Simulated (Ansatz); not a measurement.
Relaxed-ion elastic tensor of TePt (CsCl type, Pm-3m) in GPa (Voigt order), DFT-PBEsol in the program Ansatz with PAW potentials; density 13.73 g/cm³, 19.51 Å³ per atom.

```
 149   148   148   0.0   0.0   0.0
 148   149   148   0.0   0.0   0.0
 148   148   149   0.0   0.0   0.0
 0.0   0.0   0.0  43.4   0.0   0.0
 0.0   0.0   0.0   0.0  43.4   0.0
 0.0   0.0   0.0   0.0   0.0  43.4
```

Q: Is the crystal mechanically stable?

A: On the edge, within the error: the smallest eigenvalue of C is 0.6 GPa.

Q: Work out the Voigt and Reuss bounds. Is their mean of use?

A: K_V = 149, K_R = 149; G_V = 26.2, G_R = 0.8 GPa. The bounds lie so far apart that a Hill average or a Debye temperature from it would say little.

The start of the workflow was typed in or built on a structure type; neither database checked (COD, Materials Project) lists it. COD files the formula under space group No. 166, 194. Whether it is the stable phase at ambient conditions was not checked. The cell was relaxed with PBEsol under the symmetry of its start; whether a distortion lowers the energy is not shown. The run is not spin-polarised. As this level gives no gap, shear constants depend on the k-mesh and smearing (Fermi–Dirac, 0.1 eV here). Scalar-relativistic: spin–orbit coupling is off unless named, which matters more the heavier the elements.

Potentials: the later of the program's two PAW sets.
